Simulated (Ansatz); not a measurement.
# Equation of state of LiIn

A database entry relaxed whole under r2SCAN (Fd-3m):

```yaml
crystal:
  lattice:
    - [0.00000, 3.41405, 3.41405]
    - [3.41405, 0.00000, 3.41405]
    - [3.41405, 3.41405, 0.00000]
  atoms:
    - { symbol: Li, position: [0.50000, 0.50000, 0.50000] }
    - { symbol: Li, position: [0.75000, 0.75000, 0.75000] }
    - { symbol: In, position: [0.00000, 0.00000, 0.00000] }
    - { symbol: In, position: [0.25000, 0.25000, 0.25000] }
```

The cell was scaled uniformly, its shape held, and the atoms relaxed at each volume with plane-wave PAW DFT (Ansatz 0.2.0; r2SCAN, 500 eV, 9×9×9 Γ-centred mesh, fermi-dirac occupations of width 0.100 eV; no spin, no spin-orbit coupling). One row is withheld.

```csv
volume (Å³/atom),energy over the lowest (meV/atom),pressure (GPa)
18.703,9.4,2.80
19.101,3.9,1.75
19.499,?,?
19.897,0.0,0.00
20.295,1.0,-0.74
20.692,3.8,-1.39
21.090,8.1,-1.97
```

Question: Fit the pressures of the other rows to the third-order Birch-Murnaghan form.

Answer: With f = [(V₀/V)^(2/3) − 1]/2 and P = 3B₀f(1 + 2f)^(5/2)[1 + 3(B₀′ − 4)f/2], least squares gives V₀ = 19.89 Å³ an atom, B₀ = 38.9 GPa and B₀′ = 4.9; the rows miss the fit by less than 0.01 GPa. The slope of the energies differs from these pressures by less than 0.05 GPa.

Question: What does the withheld row hold?

Answer: The fit gives 0.82 GPa at 19.499 Å³; the run gave 0.82 GPa and 0.9 meV an atom.

Caveats: the shape of the cell was held; 0 K, fixed nuclei; the symmetry was kept, and this need not be the phase that is stable at 0 K; one mesh for all volumes; pressure is positive in compression.
